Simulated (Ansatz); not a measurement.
This cell of Pd (fcc, Cu type) is off equilibrium:

```yaml
crystal:
  lattice:
    - [0.00000, 3.90836, 3.90836]
    - [1.95418, 0.00000, 1.95418]
    - [1.95418, 1.95418, 0.00000]
  atoms:
    - { symbol: Pd, position: [0.98523, 0.00985, 0.00985] }
    - { symbol: Pd, position: [0.51477, 0.99015, 0.99015] }
```

Method: r2SCAN (plane waves to 500 eV, PAW, scalar-relativistic; Ansatz, a first-principles code). k mesh 10×20×20 (Γ-centred), Fermi-Dirac smearing 0.05 eV. Stress and pressure are positive under compression. With partly filled bands, energies and forces of such displacements shift with the k mesh and the smearing. Pd is run without spin polarisation. Pd was relaxed with its symmetry unable to fall.

Predict the force on every atom, in eV/Å.


| atom | Fx | Fy | Fz |
|---|---|---|---|
| Pd1 | -0.771 | 0.771 | 0.771 |
| Pd2 | 0.771 | -0.771 | -0.771 |

What is the stress tensor (GPa)?


```
    2.1     -0.3     -0.3
   -0.3      2.1      0.3
   -0.3      0.3      2.1
```
The pressure, a third of the trace, is 2.1 GPa.

(For displaced atoms, the force is minus the slope of the energy, and its curvature is a force constant, which sets phonon frequencies.)
